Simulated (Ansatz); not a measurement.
TiC (rock salt)

```
CELL_PARAMETERS angstrom
      0.00000     2.14664     2.14664
      2.14664     0.00000     2.14664
      2.14664     2.14664     0.00000
ATOMIC_POSITIONS crystal
  C  0.00000 0.00000 0.00000
  Ti 0.50000 0.50000 0.50000
```

In this cell atom 2 (Ti, nearest neighbour C at 2.147 Å; its periodic images, 3.0 Å or more away, move with it) is moved by s towards the nearest neighbour, unit vector (0.000, -1.000, 0.000); all other atoms and the cell stay fixed.

Computed with PBEsol (plane waves to 420 eV, PAW, scalar-relativistic; Ansatz, a first-principles code). k mesh 15×15×15 (Γ-centred), Fermi-Dirac smearing 0.05 eV. E stands for the smeared free energy. Left out: 2 of 11 points, with atoms too close for the PAW data. With partly filled bands, energies and forces of such displacements shift with the k mesh and the smearing. TiC is run without spin polarisation. TiC was relaxed with its symmetry unable to fall. The zero of ΔE is the undisplaced structure.

The scan covers s from -0.344 to 0.344 Å in 9 points.

Is the energy the same for equal positive and negative displacements?

Even: the same for both signs. With its periodic images moving along, the atom's site symmetry in this cell is m-3m.

What is the energy change at s = 0.344 Å?

688 meV/cell.

What force acts on the atom along the line at s = -0.344 Å?

4.72 eV/Å.

What is the force constant k = d²E/ds² of this move at s = 0?

9.78 eV/Å².

With two atoms in the cell this is the zone-centre optical mode. What wavenumber follows?

526 cm⁻¹.

(A displaced cell: forces are minus the slopes of the energy, force constants its curvatures, and phonons follow from these.)
